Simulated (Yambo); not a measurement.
Yambo run on a free-standing PdCl2 monolayer (symmetry P2_1/c, slab cell 15.7 Å high). The wavefunctions are PBEsol (pw.x of Quantum ESPRESSO, ONCV potentials, scalar-relativistic) ones on a 4×4×1 mesh (32 occupied bands); a = 6.3670 Å, b = 3.9607 Å, c = 15.7000 Å, α = β = γ = 90.00°.

Yambo input:

```
rim_cut
HF_and_locXC
RandQpts= 1000000
RandGvec= 2 Ry
CUTGeo= "slab z"
EXXRLvcs= 82 Ry
VXCRLvcs= 328 Ry
% QPkrange
 1 | 1 | 32 | 33 |
 3 | 3 | 32 | 33 |
 4 | 4 | 32 | 33 |
 7 | 7 | 32 | 33 |
 9 | 9 | 32 | 33 |
%
```

k points by index: 1 = Γ, 3 = (0, -0.5), 4 = (0.25, 0), 7 = (-0.5, 0), 9 = (-0.5, -0.5).

Table of the .hf output:

```
#    K-point    Band    Eo [eV]    Ehf [eV]    Vxc [eV]    Vnlxc [eV]
#
    1    32    0.000000    -5.148986    -19.99592    -25.14491
    1    33    1.340468    5.039244    -20.11689    -16.41812
    3    32    -0.474757    -5.844753    -20.65941    -26.02941
    3    33    1.615943    5.568635    -19.87033    -15.91764
    4    32    -0.117126    -5.320183    -19.97237    -25.17543
    4    33    1.109790    4.718813    -19.76398    -16.15495
    7    32    -0.471052    -5.805858    -19.75764    -25.09244
    7    33    0.954005    4.694145    -19.31114    -15.57100
    9    32    -0.157382    -5.413692    -20.16657    -25.42288
    9    33    1.487810    4.922688    -20.27560    -16.84072
```
Exchange alone, without screening.

Spin-orbit coupling is not included.

Geometry relaxed with PBEsol.

This is a model layer cut from the bulk structure; whether it is stable on its own was not checked.
